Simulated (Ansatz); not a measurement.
One crystal and one scan (frozen-phonon scan) at two levels, PBE (plane waves to 420 eV, PAW, scalar-relativistic; Ansatz, a first-principles code) and r2SCAN (plane waves to 500 eV, PAW, scalar-relativistic; Ansatz), each from its own relaxed cell and on its own mesh.

The crystal is Hf (hcp, Mg type); a phonon pattern at M = (0.5, 0.0, 0.0) is frozen into a 4-atom cell, Q being the largest atomic displacement.

Hf is run without spin polarisation. Hf was relaxed with its symmetry unable to fall. Spin-orbit coupling is left out, though Hf is heavy. With partly filled bands, energies and forces of such displacements shift with the k mesh and the smearing. Both scans cover Q from -0.180 to 0.180 Å.

```tsv
quantity	run 1	run 2
Lattice constant a (Å)	3.204	3.198
Lattice constant c (Å)	5.069	5.047
Relaxed volume (Å³/atom)	22.54	22.35
Energy at Q = 0.180 Å (meV/cell)	707	767
Harmonic wavenumber from the curvature (finite differences) (cm⁻¹ (negative: imaginary))	135	141
```

Problem. Which run is which level?

Solution. Run 1 is PBE, run 2 is r2SCAN. PBE gives the higher value for: lattice constant c; relaxed volume. PBE gives the lower value for: energy at Q = 0.180 Å; harmonic wavenumber from the curvature. They agree on: lattice constant a (within 0.2 %). Both give the same space group of the distorted cell: Pmma (No. 51), lowered from P6_3/mmc.

(For displaced atoms, the force is minus the slope of the energy, and its curvature is a force constant, which sets phonon frequencies.)
